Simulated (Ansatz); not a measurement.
Molecular dynamics on a 2×2×2 supercell (16 atoms) of MgS (rocksalt), relaxed with r2SCAN. Forces come from PBE in the PAW code Ansatz: a Nosé-Hoover thermostat at fixed volume, 300 K, steps of 3 fs. Spin polarisation is off, nuclei are classical, and the run is far too short for thermal averages.

```yaml
crystal:
  lattice:
    - [0.0, 5.203035874, 5.203035874]
    - [5.203035874, 0.0, 5.203035874]
    - [5.203035874, 5.203035874, 0.0]
  atoms:
    - { symbol: Mg, position: [0.0, 0.0, 0.0] }
    - { symbol: S, position: [0.25, 0.25, 0.25] }
    - { symbol: Mg, position: [0.0, 0.0, 0.5] }
    - { symbol: S, position: [0.25, 0.25, 0.75] }
    - { symbol: Mg, position: [0.0, 0.5, 0.0] }
    - { symbol: S, position: [0.25, 0.75, 0.25] }
    - { symbol: Mg, position: [0.0, 0.5, 0.5] }
    - { symbol: S, position: [0.25, 0.75, 0.75] }
    - { symbol: Mg, position: [0.5, 0.0, 0.0] }
    - { symbol: S, position: [0.75, 0.25, 0.25] }
    - { symbol: Mg, position: [0.5, 0.0, 0.5] }
    - { symbol: S, position: [0.75, 0.25, 0.75] }
    - { symbol: Mg, position: [0.5, 0.5, 0.0] }
    - { symbol: S, position: [0.75, 0.75, 0.25] }
    - { symbol: Mg, position: [0.5, 0.5, 0.5] }
    - { symbol: S, position: [0.75, 0.75, 0.75] }
kpoints:
  mp_grid: { grid: [2, 2, 2] }
hamiltonian:
  xc: pbe
scf:
  occupations: { method: fermi_dirac, width: 0.026 }
md:
  ensemble: nvt_nose_hoover
  temperature: 300
  timestep: 3.0
  n_steps: 20
  initial_velocities: maxwell_boltzmann
  seed: 2839
```

Command: `ansatz run input.yaml --threads 4 --pin off --max-ram 3686MiB --backend cpu --events-out ev --progress --plain --runs-dir out`. It took 65 s on 4 threads of Arm Neoverse N1, on a shared host, load about 0.9 per core; peak host memory 0.87 GiB.

| step | t (fs) | T (K) | free energy F from step 0 (meV/atom) | kinetic energy (meV/atom) | largest force (eV/Å) |
| --- | --- | --- | --- | --- | --- |
| 0 | 0 | 300 | 0.0 | 36.4 | 0.00 |
| 1 | 3 | 294 | 0.7 | 35.7 | 0.17 |
| 2 | 6 | 278 | 2.7 | 33.7 | 0.34 |
| 3 | 9 | 253 | 5.7 | 30.7 | 0.51 |
| 4 | 12 | 221 | 9.6 | 26.8 | 0.66 |
| 5 | 15 | 186 | 13.9 | 22.6 | 0.80 |
| 6 | 18 | 151 | 18.2 | 18.3 | 0.92 |
| 7 | 21 | 119 | 22.2 | 14.4 | 1.03 |
| 8 | 24 | 93 | 25.4 | 11.3 | 1.11 |
| 9 | 27 | 75 | 27.7 | 9.0 | 1.16 |
| 10 | 30 | 65 | 28.9 | 7.9 | 1.19 |
| 11 | 33 | 65 | 29.0 | 7.8 | 1.20 |
| 12 | 36 | 72 | 28.2 | 8.7 | 1.17 |
| 13 | 39 | 85 | 26.6 | 10.4 | 1.11 |
| 14 | 42 | 103 | 24.7 | 12.4 | 1.03 |
| 15 | 45 | 121 | 22.6 | 14.7 | 0.93 |
| 16 | 48 | 138 | 20.7 | 16.7 | 0.81 |
| 17 | 51 | 152 | 19.3 | 18.4 | 0.67 |
| 18 | 54 | 161 | 18.6 | 19.5 | 0.53 |
| 19 | 57 | 164 | 18.5 | 19.9 | 0.54 |
| 20 | 60 | 162 | 19.1 | 19.7 | 0.57 |

The temperature starts at 300 K, is lowest at step 11 (65 K, 33 fs) and ends at 162 K. The thermostat hasn't had time to restore it. The atoms start on their lattice sites with kinetic energy alone, so much of it first passes into potential energy. By the last step the atoms have moved 0.12 Å in the root mean square, the drift of the whole cell taken out, 0.18 Å at most.

Positions (Å) and forces (eV/Å) at step 20:
```
Mg   0.083  -0.076  -0.053    -0.247   0.305  -0.018
S    2.646   2.637   2.635    -0.257  -0.261  -0.130
Mg   2.629   2.690   0.026    -0.125  -0.067   0.106
S    5.149   5.130   2.551     0.344   0.196   0.176
Mg   2.654   0.013   2.514    -0.044   0.096   0.390
S    5.070   2.594   5.318     0.476   0.079  -0.307
Mg   5.161   2.595   2.751    -0.064  -0.252  -0.186
S    7.914   5.201   5.146    -0.450   0.061   0.053
Mg  -0.058   2.482   2.611     0.139   0.304  -0.085
S    2.629   5.324   5.199    -0.022  -0.217  -0.008
Mg   2.598   5.177   2.628    -0.079   0.095  -0.270
S    5.249   7.787   5.095    -0.251  -0.132   0.363
Mg   2.514   2.687   5.312     0.358  -0.241  -0.360
S    5.237   5.168   7.757    -0.045   0.134   0.010
Mg   5.302   5.194   5.145    -0.024  -0.066   0.166
S    7.677   7.820   7.830     0.292  -0.035   0.101
```
